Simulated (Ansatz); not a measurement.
BaTiO₃:
```cif
data_BaO3Ti
_chemical_formula_sum 'Ba1 Ti1 O3'
_space_group_name_H-M_alt 'P 1'
_space_group_IT_number 1
_cell_length_a 3.94530
_cell_length_b 3.94530
_cell_length_c 3.94530
_cell_angle_alpha 89.932
_cell_angle_beta 89.932
_cell_angle_gamma 89.932
loop_
_space_group_symop_operation_xyz
  'x, y, z'
loop_
_atom_site_label
_atom_site_type_symbol
_atom_site_fract_x
_atom_site_fract_y
_atom_site_fract_z
_atom_site_occupancy
Ba1 Ba 0.99893 0.99893 0.99893 1
Ti1 Ti 0.50753 0.50753 0.50753 1
O1 O 0.48958 0.98546 0.48958 1
O2 O 0.48958 0.48958 0.98546 1
O3 O 0.98546 0.48958 0.48958 1
```

Relaxed with LDA.

Which orbitals make up the states near the band edges in LDA (plane waves, PAW; program Ansatz)?

Top 1 eV of the valence band: O 2p 93 %. Bottom 1 eV of the conduction band: Ti 3d 85 %, O 2p 12 %. Projections are on Löwdin-orthogonalised atomic valence shells; empty p or d shells of many metals are not among them.

Tabulate the density of states.

States/eV per cell of 5 atoms, in 0.25 eV bins, energy from the valence-band maximum.

```tsv
E (eV)	total	O 2p	Ti 3d	Ba 5p
-7.88	0.00	0.00	0.00	0.00
-7.63	0.00	0.00	0.00	0.00
-7.38	0.00	0.00	0.00	0.00
-7.13	0.00	0.00	0.00	0.00
-6.88	0.00	0.00	0.00	0.00
-6.63	0.00	0.00	0.00	0.00
-6.38	0.00	0.00	0.00	0.00
-6.13	0.00	0.00	0.00	0.00
-5.88	0.00	0.00	0.00	0.00
-5.63	0.00	0.00	0.00	0.00
-5.38	0.00	0.00	0.00	0.00
-5.13	0.00	0.00	0.00	0.00
-4.88	0.00	0.00	0.00	0.00
-4.63	0.00	0.00	0.00	0.00
-4.38	0.72	0.56	0.06	0.00
-4.13	3.57	2.61	0.57	0.01
-3.88	3.13	2.21	0.68	0.02
-3.63	3.76	2.60	0.91	0.05
-3.38	3.62	2.58	0.77	0.06
-3.13	3.37	2.50	0.61	0.06
-2.88	5.88	4.61	0.81	0.15
-2.63	5.94	4.70	0.77	0.20
-2.38	7.67	5.57	1.25	0.63
-2.13	3.30	2.56	0.47	0.14
-1.88	2.13	1.76	0.24	0.05
-1.63	3.63	3.15	0.24	0.05
-1.38	2.02	1.78	0.11	0.02
-1.13	4.00	3.62	0.15	0.06
-0.88	6.97	6.35	0.22	0.17
-0.63	5.78	5.29	0.17	0.15
-0.38	4.39	4.11	0.09	0.09
-0.13	2.11	2.05	0.01	0.01
0.12	0.00	0.00	0.00	0.00
0.37	0.00	0.00	0.00	0.00
0.62	0.00	0.00	0.00	0.00
0.87	0.00	0.00	0.00	0.00
1.12	0.00	0.00	0.00	0.00
1.37	0.00	0.00	0.00	0.00
1.62	0.00	0.00	0.00	0.00
1.87	0.00	0.00	0.00	0.00
2.12	0.05	0.00	0.04	0.00
2.37	1.06	0.09	0.94	0.00
2.62	1.40	0.15	1.20	0.00
2.87	1.69	0.23	1.41	0.00
3.12	2.00	0.31	1.62	0.00
3.37	2.59	0.45	2.03	0.00
3.62	3.62	0.70	2.77	0.00
3.87	6.14	1.27	4.59	0.00
4.12	3.52	0.72	2.56	0.00
4.37	1.76	0.39	1.25	0.00
4.62	0.45	0.05	0.34	0.00
4.87	1.04	0.07	0.80	0.00
5.12	1.24	0.12	0.92	0.00
5.37	1.82	0.19	1.25	0.00
5.62	1.44	0.18	0.88	0.00
5.87	1.31	0.18	0.70	0.00
6.12	1.35	0.20	0.66	0.00
6.37	1.50	0.23	0.67	0.00
6.62	1.85	0.30	0.80	0.00
6.87	2.17	0.36	0.84	0.00
```

Space group R3m. This is a known low-temperature phase of the composition, computed here at zero pressure and temperature. The LDA relaxation kept the symmetry of its start; of distortions, only those at the zone centre were tested. No spin polarisation was allowed. Scalar-relativistic: spin–orbit coupling is off unless named, which matters more the heavier the elements.

Potentials: the earlier of the program's two PAW sets.
